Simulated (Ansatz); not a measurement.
This run works on a generated trial structure, not on a known crystal.

Input and command of a plane-wave DFT calculation in Ansatz:

```yaml
crystal:
  lattice:
    - [6.58820002, 0.0, 0.0]
    - [-3.29410001, 5.70554858, 0.0]
    - [0.0, 0.0, 4.96679817]
  atoms:
    - { symbol: Mg, position: [0.5, 0.0, 0.5] }
    - { symbol: Mg, position: [0.0, 0.5, 0.5] }
    - { symbol: Mg, position: [0.5, 0.5, 0.5] }
    - { symbol: Se, position: [0.33333333, 0.66666667, 0.5] }
    - { symbol: Se, position: [0.66666667, 0.33333333, 0.5] }
    - { symbol: Se, position: [0.33333333, 0.66666667, 0.0] }
    - { symbol: Se, position: [0.66666667, 0.33333333, 0.0] }
basis:
  ecutwfc: 420
kpoints:
  mp_grid: { grid: [3, 3, 3] }
hamiltonian:
  xc: pbe
scf:
  occupations: { method: gaussian, width: 0.2 }
  lower_state_search: "off"
output:
  forces: true
  stress: true
  eigenvalues: true
relax:
  adjacent_minimum: "off"
  f_tol: 0.08
  max_steps: 16
  cell: { stress_tol: 0.8 }
```

```bash
ansatz run input.yaml --threads 1 --pin off --max-ram 2560MiB --backend cpu --events-out ev --progress --plain --runs-dir out
```

Processor: Arm Neoverse V2, 1 thread, on a host shared with other jobs.

Question: Estimate time, memory and problem size.

Answer: About 89 s, peak memory 0.54 GiB. It solves 57 bands at 6 k points (after reduction by symmetry) with about 7067 plane waves (on the last cell), in 104 SCF iterations over 14 ionic steps.
